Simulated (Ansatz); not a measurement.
**Relaxation path: Rh (sc type)**

DFT, PBEsol, PAW with Ansatz's default frozen-core files, scalar-relativistic (Ansatz 0.2.0); a Γ-centred 16×16×16 k mesh, Fermi–Dirac smearing of 0.08 eV, no spin polarisation. The run relaxes cell and atoms at a target pressure of 0.87 GPa.

Command: `ansatz run input.yaml --threads 1 --pin off --max-ram 3584MiB --backend cpu --events-out ev --progress --plain --runs-dir out` It took 9.3 s on 1 thread of Arm Neoverse V2 (shared host), peak memory 0.29 GiB.

PAW: frozen-core files, cutoff 420 eV; forces are relaxed below 0.005 eV/Å.

Each step lists its enthalpy F + pV a cell above the last geometry, the pressure, the cell vectors (Å), and Cartesian positions (Å) with forces (eV/Å).

The first step:

```
step 1  dH = 51.25 meV  P = 18.23 GPa
  cell 2.4409 0.0000 0.0000  0.0000 2.4409 0.0000  0.0000 0.0000 2.4409
  Rh 0.0000 0.0000 0.0000   0.0000 0.0000 0.0000
```

The PAW files were made under PBE.

The symmetry of the start is kept and no stability test is made, so the end need not be the stable phase.

**Question.** Where does the relaxation end, and by which steps?

**Answer.** After 4 geometries, with conventional a, b, c = 2.497, 2.497, 2.497 Å, at 15.564 Å³/atom (+7.02 % against the start) in space group Pm-3m, with a shortest distance of 2.497 Å. The further steps:
```
step 2  dH = 5.24 meV  P = -3.67 GPa
  cell 2.5153 0.0000 0.0000  0.0000 2.5153 0.0000  0.0000 0.0000 2.5153
  Rh 0.0000 0.0000 0.0000   0.0000 0.0000 0.0000
step 3  dH = 0.11 meV  P = 0.27 GPa
  cell 2.4992 0.0000 0.0000  0.0000 2.4992 0.0000  0.0000 0.0000 2.4992
  Rh 0.0000 0.0000 0.0000   0.0000 0.0000 0.0000
step 4  dH = 0.00 meV  P = 0.90 GPa
  cell 2.4967 0.0000 0.0000  0.0000 2.4967 0.0000  0.0000 0.0000 2.4967
  Rh 0.0000 0.0000 0.0000   0.0000 0.0000 0.0000
step 5  dH = -0.53 meV  P = 0.89 GPa  (same geometry on a basis chosen anew; earlier energies don't compare to the last digit)
  cell 2.4967 0.0000 0.0000  0.0000 2.4967 0.0000  0.0000 0.0000 2.4967
  Rh 0.0000 0.0000 0.0000   0.0000 0.0000 0.0000
```
